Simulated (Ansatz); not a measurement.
**Ba: energy along a strain**

Ba, Im-3m, a = 5.000 Å (as given, not relaxed at this level: -0.6 GPa). Ansatz: PBEsol, PAW, 420 eV, Γ-centred 14×14×14 mesh on 1 atom, Gaussian smearing 0.15 eV; no spin polarisation. Cell vectors (Å): -2.500 2.500 2.500; 2.500 -2.500 2.500; 2.500 2.500 -2.500. The cell is strained by x per cent times the pattern (1 0 0 0 0 0) in the order xx yy zz yz xz xy (engineering shears), with fractional coordinates held. y is the free energy over the start, V0 = 62.500 Å³/atom.

| x (%) | y (meV/atom) |
| --- | --- |
| -4.00 | ? |
| -3.00 | -5.07 |
| -2.00 | -3.84 |
| -1.00 | -2.14 |
| 0.00 | 0.00 |
| 1.00 | 2.54 |
| 2.00 | 5.46 |
| 3.00 | 8.72 |
| 3.50 | 10.47 |
| 4.00 | 12.30 |

Fit y = c1 x + c2 x² + c3 x³ to the other rows, get the stiffness along the pattern, and predict the missing energy.

Least squares on the rows shown. y = 2.344 x + 0.2028 x² − 0.005070 x³. The clamped-ion stiffness p·C·p = 2 × 2.028 eV × 160.2 / 62.500 Å³ = 10.4 GPa, which is C11 in these axes (second derivative at the start, which stands under stress). At x = -4.00 the fit asked for gives -5.81 meV/atom. The run gave -5.82 meV/atom, so the fit is 0.01 meV/atom too high, a small miss on the scale of the series.